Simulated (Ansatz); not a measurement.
ZnSnN$_{2}$ in space group Pna2_1 (No. 33; Zn on 4a, Sn on 4a, N on 4a, N on 4a) at seven volumes, plane-wave PAW LDA (Ansatz code), shape and atoms relaxed at each. One row is withheld.

```json
[
 {"V (Å³/atom)": "11.824", "P (GPa)": "18.64"},
 {"V (Å³/atom)": "12.214", "P (GPa)": "11.38"},
 {"V (Å³/atom)": "12.604", "P (GPa)": "?"},
 {"V (Å³/atom)": "12.994", "P (GPa)": "0.00"},
 {"V (Å³/atom)": "13.384", "P (GPa)": "-4.42"},
 {"V (Å³/atom)": "13.773", "P (GPa)": "-8.16"},
 {"V (Å³/atom)": "14.163", "P (GPa)": "-11.31"}
]
```

**Question.** Fit the shown pressures and predict the withheld one.

**Answer.** Third-order Birch–Murnaghan: P = (3/2)B₀(x^(7/2) − x^(5/2))[1 + (3/4)(B′ − 4)(x − 1)] with x = (V₀/V)^(2/3). Least squares on the six rows gives V₀ = 12.994 Å³/atom, B₀ = 159.6 GPa, B′ = 4.52. At V = 12.604, x = 1.0205 and P = 5.21 GPa. The run itself gave 5.22 GPa.

Symmetry was held in the LDA relaxation. Spin–orbit coupling is left out wherever it is not named.

Potentials: the later of the program's two PAW sets.
